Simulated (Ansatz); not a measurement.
The slice is one period of a (1 -1 0 0) plane through atoms; its size isn't given.

Calculation: PBE (plane waves to 420 eV, PAW, scalar-relativistic; Ansatz, a program for electronic structure). Near the nuclei the fields are pseudised (PAW); where an atom keeps semicore shells as valence, they peak there.

```
|999999886633110000113366889999|
|999988775522110000112255778899|
|888877553311000000001133557788|
|666655332211000000001122335566|
|333322221100000000000011222233|
|111111110000000000000000111111|
|000000000000000000000000000000|
|000000000011111111111100000000|
|000000001111222222221111000000|
|000000111122334444332211110000|
|000000112233445555443322110000|
|000000112233445555443322110000|
|000000112233445555443322110000|
|000000111122334444332211110000|
|000000001111222222221111000000|
|000000000011111111111100000000|
|000000000000000000000000000000|
|111111110000000000000000111111|
|333322221100000000000011222233|
|666655332211000000001122335566|
|888877553311000000001133557788|
|999988775522110000112255778899|
|999999886633110000113366889999|
|999999886633110000113366889999|
```
Scale: ten equal steps from -0.49 (start of '0') to 0.90 (end of '9'), in the order '0123456789'. Values: log₁₀ of the valence density in e/Å³. The map has 15 points along u (two characters each, u = 0 at the left) and 24 along v (v = 0 in the bottom row). The scale is logarithmic, as a density can span decades between atoms and voids.

```
|xxxxxx@@**::..----..::**@@xxxx|
|xxxx@@%%++....::::....++%%@@xx|
|@@@@%%**::  ..::::..  ::**%%@@|
|****++::....::::::::....::++**|
|::........::::::::::::........|
|    ..::::::::....::::::::..  |
|....::----::..    ..::----::..|
|::::----::..        ..::----::|
|::::::::..    ....    ..::::::|
|::::....  ..::----::..  ....::|
|::....    ::--++++--::    ....|
|......    ::==++++==::    ....|
|::....    ::--++++--::    ....|
|::::....  ..::----::..  ....::|
|::::::::..    ....    ..::::::|
|::::----::..        ..::----::|
|....::----::..    ..::----::..|
|    ..::::::::....::::::::..  |
|::........::::::::::::........|
|****++::....::::::::....::++**|
|@@@@%%**::  ..::::..  ::**%%@@|
|xxxx@@%%++....::::....++%%@@xx|
|xxxxxx@@**::..----..::**@@xxxx|
|xxxxxx@@##::..----..::##@@xxxx|
```
Scale: ten equal steps from 0.23 (start of ' ') to 0.70 (end of '@'), in the order ' .:-=+*#%@'. Values: electron localisation function (ELF). The map has 15 points along u (two characters each, u = 0 at the left) and 24 along v (v = 0 in the bottom row). Points within 0.5 Å of a nucleus are blanked (x), as the pseudised field means little there.

Which relaxed crystal do these maps come from?
A) Lu (hcp, Mg type)
B) Hf (hcp, Mg type)
C) Os (hcp, Mg type)
D) Ti (hcp, Mg type)

C, Os (hcp, Mg type). Atoms on the slice: Os at (0.00, 0.00)

All were relaxed with their symmetry unable to fall. Hf is run without spin polarisation. Lu is run without spin polarisation. Os is run without spin polarisation. Spin-orbit coupling is left out. Ti is run without spin polarisation.
